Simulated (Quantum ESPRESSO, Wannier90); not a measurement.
Tight-binding from DFT: Sb (simple cubic, model phase)

Materials Project entry mp-133; symmetrised, unrelaxed at this level. This isn't the element's usual structure (rhombohedral); take it as a model of another phase. Level: PBEsol, no spin polarisation, no spin-orbit coupling; pw.x of Quantum ESPRESSO at 64 Ry with PseudoDojo potentials, 10×10×10 k-points, Wannier90. Density: 10×10×10 mesh, cold smearing 0.01 Ry. Spin-orbit coupling is left out although heavy elements are present.

On the energy scale of pw.x, whose zero is arbitrary, the Fermi level lies at 10.44 eV.

Input w.win:

```
num_bands = 10
num_wann = 4
exclude_bands = 1-5
num_iter = 0
conv_tol = 1.0e-6
conv_window = 4
dis_num_iter = 1000
dis_conv_tol = 1.0e-6
dis_froz_max = 11.94
write_hr = true
write_u_matrices = true
begin projections
Sb: s;p
end projections
begin unit_cell_cart
ang
    3.0833400000    0.0000000000    0.0000000000
    0.0000000000    3.0833400000    0.0000000000
    0.0000000000    0.0000000000    3.0833400000
end unit_cell_cart
begin atoms_frac
Sb   0.0000000000  0.0000000000  0.0000000000
end atoms_frac
mp_grid = 10 10 10
begin kpoints
0.0000000000 0.0000000000 0.0000000000
0.0000000000 0.0000000000 0.1000000000
0.0000000000 0.0000000000 0.2000000000
... (997 more lines: the 10x10x10 mesh through Gamma)
end kpoints
```

Input of pw2wannier90.x that gives the overlap and projection files (equivalent; here they were cut from one run over all bands):

```
&inputpp
  outdir = './out'
  prefix = 'pwscf'
  seedname = 'w'
  write_amn = .true.
  write_mmn = .true.
/
```

Output w.wout (banner and timings cut):

```
                                    ------
                                    SYSTEM
                                    ------

                              Lattice Vectors (Ang)
                    a_1     3.083340   0.000000   0.000000
                    a_2     0.000000   3.083340   0.000000
                    a_3     0.000000   0.000000   3.083340

                   Unit Cell Volume:      29.31327  (Ang^3)

                        Reciprocal-Space Vectors (Ang^-1)
                    b_1     2.037785   0.000000   0.000000
                    b_2     0.000000   2.037785   0.000000
                    b_3     0.000000   0.000000   2.037785

 *----------------------------------------------------------------------------*
 |   Site       Fractional Coordinate          Cartesian Coordinate (Ang)     |
 +----------------------------------------------------------------------------+
 | sb   1   0.00000   0.00000   0.00000   |    0.00000   0.00000   0.00000    |
 *----------------------------------------------------------------------------*
                                ------------
                                K-POINT GRID
                                ------------

             Grid size = 10 x 10 x 10      Total points = 1000

 *---------------------------------- MAIN ------------------------------------*
 |  Number of Wannier Functions               :                 4             |
 |  Number of Objective Wannier Functions     :                 4             |
 |  Number of input Bloch states              :                10             |
 |  Output verbosity (1=low, 5=high)          :                 1             |
 |  Timing Level (1=low, 5=high)              :                 1             |
 |  Optimisation (0=memory, 3=speed)          :                 3             |
 |  Length Unit                               :               Ang             |
 |  Post-processing setup (write *.nnkp)      :                 F             |
 |  Using Gamma-only branch of algorithms     :                 F             |
 *----------------------------------------------------------------------------*
 *------------------------------- WANNIERISE ---------------------------------*
 |  Total number of iterations                :                 0             |
 |  Number of CG steps before reset           :                 5             |
 |  Trial step length for line search         :             2.000             |
 |  Convergence tolerence                     :         0.100E-05             |
 |  Convergence window                        :                 4             |
 |  Iterations between writing output         :                 1             |
 |  Iterations between backing up to disk     :               100             |
 |  Write r^2_nm to file                      :                 F             |
 |  Write xyz WF centres to file              :                 F             |
 |  Write on-site energies <0n|H|0n> to file  :                 F             |
 |  Use guiding centre to control phases      :                 F             |
 |  Use phases for initial projections        :                 F             |
 *----------------------------------------------------------------------------*
 *------------------------------- DISENTANGLE --------------------------------*
 |  Using band disentanglement                :                 T             |
 |  Total number of iterations                :              1000             |
 |  Mixing ratio                              :             0.500             |
 |  Convergence tolerence                     :         1.000E-06             |
 |  Convergence window                        :                 3             |
 *----------------------------------------------------------------------------*
 *-------------------------------- PLOTTING ----------------------------------*
 |  Plotting Hamiltonian in WF basis          :                 T             |
 *----------------------------------------------------------------------------*

 *---------------------------------- K-MESH ----------------------------------*
 +----------------------------------------------------------------------------+
 |                    Distance to Nearest-Neighbour Shells                    |
 |                    ------------------------------------                    |
 |          Shell             Distance (Ang^-1)          Multiplicity         |
 |          -----             -----------------          ------------         |
 |             1                   0.203779                      6            |
 |             2                   0.288186                     12            |
 |             3                   0.352955                      8            |
 |             4                   0.407557                      6            |
 |             5                   0.455663                     24            |
 |             6                   0.499153                     24            |
 |             7                   0.576373                     12            |
 |             8                   0.611336                     30            |
       ... (lines left out)
 +----------------------------------------------------------------------------+
 | The b-vectors are chosen automatically                                     |
 | The following shells are used:                       1                     |
 +----------------------------------------------------------------------------+
 |                        Shell   # Nearest-Neighbours                        |
 |                        -----   --------------------                        |
 |                          1               6                                 |
 +----------------------------------------------------------------------------+
 | Completeness relation is fully satisfied [Eq. (B1), PRB 56, 12847 (1997)]  |
 +----------------------------------------------------------------------------+
 |                  b_k Vectors (Ang^-1) and Weights (Ang^2)                  |
 |                  ----------------------------------------                  |
 |            No.         b_k(x)      b_k(y)      b_k(z)        w_b           |
 |            ---        --------------------------------     --------        |
 |             1         0.000000    0.000000    0.203779    12.040738        |
 |             2         0.000000    0.203779    0.000000    12.040738        |
 |             3         0.203779    0.000000    0.000000    12.040738        |
 |             4         0.000000    0.000000   -0.203779    12.040738        |
 |             5         0.000000   -0.203779    0.000000    12.040738        |
 |             6        -0.203779    0.000000    0.000000    12.040738        |
 +----------------------------------------------------------------------------+
 |                           b_k Directions (Ang^-1)                          |
 |                           -----------------------                          |
 |            No.           x           y           z                         |
 |            ---        --------------------------------                     |
 |             1         0.000000    0.000000    0.203779                     |
 |             2         0.000000    0.203779    0.000000                     |
 |             3         0.203779    0.000000    0.000000                     |
 +----------------------------------------------------------------------------+

 Starting a new Wannier90 calculation ...

 Reading overlaps from w.mmn

 Reading projections from w.amn

 *------------------------------- DISENTANGLE --------------------------------*
 +----------------------------------------------------------------------------+
 |                              Energy  Windows                               |
 |                              ---------------                               |
 |                   Outer:   -1.99483  to   34.96363  (eV)                   |
 |                   Inner:   -1.99483  to   11.94000  (eV)                   |
 +----------------------------------------------------------------------------+
   Number of target bands to extract:    4

                   Unitarised projection of Wannier functions
                   ------------------------------------------
   A_mn = <psi_m|g_n> --> S = A.A^+ --> U = S^-1/2.A
   In dis_project... done
   Using an inner window (linner = T)
   In dis_proj_froz... done

                   Extraction of optimally-connected subspace
                   ------------------------------------------
 +---------------------------------------------------------------------+<-- DIS
 |  Iter     Omega_I(i-1)      Omega_I(i)      Delta (frac.)           |<-- DIS
 +---------------------------------------------------------------------+<-- DIS
       1       8.21093575       7.20979141       1.389E-01    <-- DIS
       2       7.30498380       6.91505949       5.639E-02    <-- DIS
       3       7.01762828       6.71967970       4.434E-02    <-- DIS
       4       6.79634824       6.57733939       3.330E-02    <-- DIS
       5       6.63041644       6.47160384       2.454E-02    <-- DIS
       6       6.50657234       6.39224365       1.789E-02    <-- DIS
       ... (lines left out)
      69       6.13614563       6.13615122      -9.099E-07    <-- DIS
      70       6.13614637       6.13615120      -7.879E-07    <-- DIS
      71       6.13614700       6.13615119      -6.822E-07    <-- DIS

             <<<      Delta < 1.000E-06  over  3 iterations     >>>
             <<< Disentanglement convergence criteria satisfied >>>

        Final Omega_I     6.13615119 (Ang^2)

 +----------------------------------------------------------------------------+

 Writing checkpoint file w.chk... done

 *------------------------------- WANNIERISE ---------------------------------*
 +--------------------------------------------------------------------+<-- CONV
 | Iter  Delta Spread     RMS Gradient      Spread (Ang^2)            |<-- CONV
 +--------------------------------------------------------------------+<-- CONV

 ------------------------------------------------------------------------------
 Initial State
  WF centre and spread    1  (  0.000000, -0.000000, -0.000000 )     1.61808967
  WF centre and spread    2  (  0.000000,  0.000000, -0.000000 )     2.47495053
  WF centre and spread    3  ( -0.000000,  0.000000, -0.000000 )     2.47495057
  WF centre and spread    4  (  0.000000,  0.000000,  0.000000 )     2.47495059
  Sum of centres and spreads (  0.000000,  0.000000, -0.000000 )     9.04294137

      0     0.904E+01     0.0000000000        9.0429413734  <-- CONV
        O_D=      0.0000000 O_OD=      2.9067902 O_TOT=      9.0429414 <-- SPRD
 ------------------------------------------------------------------------------
 Final State
  WF centre and spread    1  (  0.000000, -0.000000, -0.000000 )     1.61808967
  WF centre and spread    2  (  0.000000,  0.000000, -0.000000 )     2.47495053
  WF centre and spread    3  ( -0.000000,  0.000000, -0.000000 )     2.47495057
  WF centre and spread    4  (  0.000000,  0.000000,  0.000000 )     2.47495059
  Sum of centres and spreads (  0.000000,  0.000000, -0.000000 )     9.04294137

         Spreads (Ang^2)       Omega I      =     6.136151189
        ================       Omega D      =     0.000000000
                               Omega OD     =     2.906790184
    Final Spread (Ang^2)       Omega Total  =     9.042941373
```
